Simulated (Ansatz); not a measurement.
Space group I4/mmm (No. 139). a = 4.042 Å, b = 4.042 Å, c = 9.810 Å, α = 90.00°, β = 90.00°, γ = 90.00°
| atom | site | symmetry | x | y | z |
| --- | --- | --- | --- | --- | --- |
| Y | 2a | 4/mmm | 0.0000 | 0.0000 | 0.0000 |
| P | 4e | 4mm | 0.0000 | 0.0000 | 0.3884 |
| Pd | 4d | -4m2 | 0.0000 | 0.5000 | 0.2500 |

Equation of state of this YP2Pd2 structure (not necessarily the ground state), with shape and atoms relaxed at each volume where symmetry leaves them free. It has no gap at any of these volumes. The calculation used DFT PBEsol, scalar-relativistic, plane waves, PAW (Ansatz 0.2.0).

Settings: cutoff 420 eV, Γ-centred mesh 12×12×12 on the computed 5-atom cell, Gaussian smearing of 0.10 eV; no spin polarisation.

```tsv
V (Å³/atom)	E − E(largest V) (meV/atom)	P (GPa)
15.069	6.13	10.70
15.550	-16.96	4.88
16.031	-24.02	0.00
16.512	-17.65	-4.10
16.993	0.00	-7.53
```

Fit a third-order Birch–Murnaghan equation to E(V).

V0 = 16.03 Å³/atom, B0 = 149 GPa, B0' = 4.9.